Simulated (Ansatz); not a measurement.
Starting cell, Ga2O3 (beta-Ga2O3 type, space group C2/m):

```xyz
10
Lattice="6.2276 -1.5417 0.0000 6.2276 1.5417 0.0000 -1.3923 0.0000 5.7103" Properties=species:S:1:pos:R:3 pbc="T T T"
Ga     0.0133     0.0000     4.5380
Ga    11.0496     0.0000     1.1723
Ga     7.7644     0.0000     1.7940
Ga     3.2986     0.0000     3.9164
O      1.8842     0.0000     0.6235
O      9.1787     0.0000     5.0868
O      1.3778     0.0000     3.2227
O      9.6851     0.0000     2.4876
O      5.8207     0.0000     1.4659
O      5.2422     0.0000     4.2444
```

The atoms are displaced by Q × the pattern below (from a DFPT mode at Γ, largest move 1; Q in Å), at fixed cell.

| atom | x | y | z |
|---|---|---|---|
| Ga1 | -0.018 | 0.000 | 0.364 |
| Ga2 | -0.018 | 0.000 | 0.364 |
| Ga3 | -0.232 | 0.000 | -0.352 |
| Ga4 | -0.232 | 0.000 | -0.352 |
| O5 | 1.000 | 0.000 | 0.028 |
| O6 | 1.000 | 0.000 | 0.028 |
| O7 | -0.084 | 0.000 | -0.027 |
| O8 | -0.084 | 0.000 | -0.027 |
| O9 | 0.177 | 0.000 | -0.052 |
| O10 | 0.177 | 0.000 | -0.052 |

All values below come from PBE (plane waves to 420 eV, PAW, scalar-relativistic; Ansatz, a quantum-chemistry and plane-wave program). k mesh 11×11×6 (Γ-centred), Fermi-Dirac smearing 0.05 eV. Ga2O3 was relaxed with its symmetry unable to fall. 

```
Q (Å)   −dE/dQ from forces (eV/Å)
------  -------------------------
-0.280                      4.888
-0.233                      4.010
-0.187                      3.163
-0.140                      2.345
-0.093                      1.550
-0.047                      0.771
0.000                       0.000
0.047                      -0.771
0.093                      -1.550
0.140                      -2.345
0.187                      -3.163
0.233                      -4.010
0.280                      -4.888
```

Q: What harmonic wavenumber does the curvature at Q = 0 give?

A: 242 cm⁻¹. E″ = 16.49 eV/Å², M = Σ mᵢ|uᵢ|² = 76.7 u, ν̃ = 521.5·√(|E″|/M).

(A displaced cell: forces are minus the slopes of the energy, force constants its curvatures, and phonons follow from these.)
